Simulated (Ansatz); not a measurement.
An Ansatz input:

```yaml
crystal:
  lattice:
    - [4.6922616281, 0.0, 0.0]
    - [-2.346130814, 4.0636177711, 0.0]
    - [0.0, 0.0, 2.7904870148]
  atoms:
    - { symbol: Pt, position: [1.0, 1.0, 0.0] }
    - { symbol: Pt, position: [0.3333333333, 0.6666666667, 0.5] }
    - { symbol: Pt, position: [0.6666666667, 0.3333333333, 0.5] }
hamiltonian:
  xc: blyp
  pseudopotentials:
    kind: paw
    azcp:
      Pt: "pseudopotentials/Pt.paw.azcp"
basis:
  ecutwfc: 420
  fft_grid_basis: typed
kpoints:
  mp_grid: { grid: [9, 9, 13], shift: [0, 0, 0] }
magnetization:
  spin_polarized: false
scf:
  occupations: { method: fermi_dirac, width: 0.1 }
  lower_state_search: "off"
output:
  stress: true
```

Terminal output

```
Engine: ansatz 0.2.0, x86_64-unknown-linux-gnu
Pseudopotentials: kind: paw
Pseudopotential: Pt, paw, valence charge 18, recommended cutoff 420 eV (normal) 
Functional definition: BLYP
  parameter beta = 0.0042
  parameter a = 0.04918
  parameter b = 0.132
  parameter c = 0.2533
  parameter d = 0.349
  exchange = b88_x(beta = beta)
  correlation = lyp_c(a = a, b = b, c = c, d = d)
Crystal: 3 atoms, lattice volume = 53.208 Å³
Basis set: ecut = 420 eV, 1047 PW (Γ), exchange–correlation on 64×64×40 points (8 copies of the dense FFT grid, shifted against one another)
Bands: 33, of which v1, the nominal top of the filled ones, is band 27 counted from 1 (26 counted from 0)
Symmetry: 24 space group operations
Space group: P6/mmm (ITA 191), of the structure as read, at distance tolerance 3.8e-5 Å
k-points: 84 of 1053
Non-local potential: Pt, projectors of the file, l = 0: 3, l = 1: 2, l = 2: 2, l = 3: 1
PAW form: soft (Blöchl's): semilocal exchange-correlation on the pseudo side does not see the compensation charge
PAW frozen core: Pt, regenerated for the run's functional, and the local potential with it (the file was generated under x = pbe(κ = 0.804, μ = 0.2195149727645171), c = pbe(β = 0.06672455060314922))
PAW one-centre angular grid: Pt, 590 points (default); XC on 64 Gauss nodes
Initial density: superposition of atomic densities (neutral atoms: chi_scale 0, normalization atom), corrected by the library's trained network
Initial wavefunctions: pseudopotential atomic-orbital guess
Functional: x = b88, c = lyp
SCF iter   1: F=—  HF=-37646.900658 eV  |F-HF|=—  |Δ(HF+E_count)|=         —  Δρ=1.13e-2  dr2=7.42e-2  ethr=1.77e-3  ⟨swp⟩=5.2  Hψ=9524  notcnv=0  defer=22
SCF iter   2: F=—  HF=-37646.894761 eV  |F-HF|=—  |Δ(HF+E_count)|=   5.90e-3  Δρ=6.27e-3  dr2=2.42e-2  ethr=1.37e-4  ⟨swp⟩=1.0  Hψ=3445  notcnv=0  defer=22
SCF iter   3: F=—  HF=-37646.891812 eV  |F-HF|=—  |Δ(HF+E_count)|=   2.95e-3  Δρ=1.15e-3  dr2=5.89e-4  ethr=4.48e-5  ⟨swp⟩=2.1  Hψ=3639  notcnv=0  defer=22
SCF iter   4: F=—  HF=-37646.891956 eV  |F-HF|=—  |Δ(HF+E_count)|=   1.44e-4  Δρ=2.06e-4  dr2=2.71e-5  ethr=1.09e-6  ⟨swp⟩=2.1  Hψ=4084  notcnv=0  defer=22
SCF iter   5: F=—  HF=-37646.891975 eV  |F-HF|=—  |Δ(HF+E_count)|=   1.88e-5  Δρ=6.00e-5  dr2=1.91e-6  ethr=5.02e-8  ⟨swp⟩=2.1  Hψ=3778  notcnv=0  defer=22
SCF iter   6: F=—  HF=-37646.891976 eV  |F-HF|=—  |Δ(HF+E_count)|=   8.79e-7  Δρ=1.54e-5  dr2=1.27e-7  ethr=3.53e-9  ⟨swp⟩=2.0  Hψ=3598  notcnv=0  defer=22
SCF iter   7: F=-37646.891976 eV  HF=-37646.891976 eV  |F-HF|=1.64e-9  |Δ(HF+E_count)|=   4.50e-8  Δρ=3.54e-6  dr2=5.73e-9  ethr=1.85e-10  ⟨swp⟩=4.0  Hψ=8803  notcnv=0
SCF 1 converged in 7 iterations: F = -37646.891976 eV  dr2 = 5.73e-9
SCF converged after 7 iterations
Free energy (F): -37646.891976 eV
Harris-Foulkes:  -37646.891976 eV  (|F-HF|=1.64e-9)
Internal energy: -37646.698249 eV  (E = F + TS)
E sigma→0 (E₀):  -37646.795112 eV
Entropy (-TS):   -0.193727 eV (-64.576 meV/atom)
Fermi energy:    19.204788 eV
--- Per-component energies (eV) ---
  E_band       = -568.995661
  E_kinetic    = 1906.964273
  E_local      = -5054.418629  (includes V_loc(G=0)·N_el)
  E_nonlocal   = 596.336289
  E_hartree    = 1864.995623
  E_xc         = -770.648812
  E_vxc        = -887.701647  (∫ρ·V_xc dr)
  E_paw        = -28451.445081  (= ΣΔE_a)
  E_vpaw       = -860.170810  (= ΣTr[D̂ρ^β])
  E_aug_tail   = 0.000532  (compensation charges beyond the density's cutoff)
  E_ewald      = -7738.900832
  E_core_change = 0.418388  (= ΣΔE_core)
  E_smearing   = -0.193727  (= −TS)
  E_closure    = 0.000000  (closes the sum)
  Σ components = -37646.891976   (vs F -37646.891976, Δ=0.00e0)
--- Stress (GPa, compression-positive) ---
       -6.579239       0.000000       0.000000
        0.000000      -6.579239       0.000000
        0.000000       0.000000      -6.178959
  P = ⅓ Tr σ = -6.4458 GPa (-64.458 kbar)
```
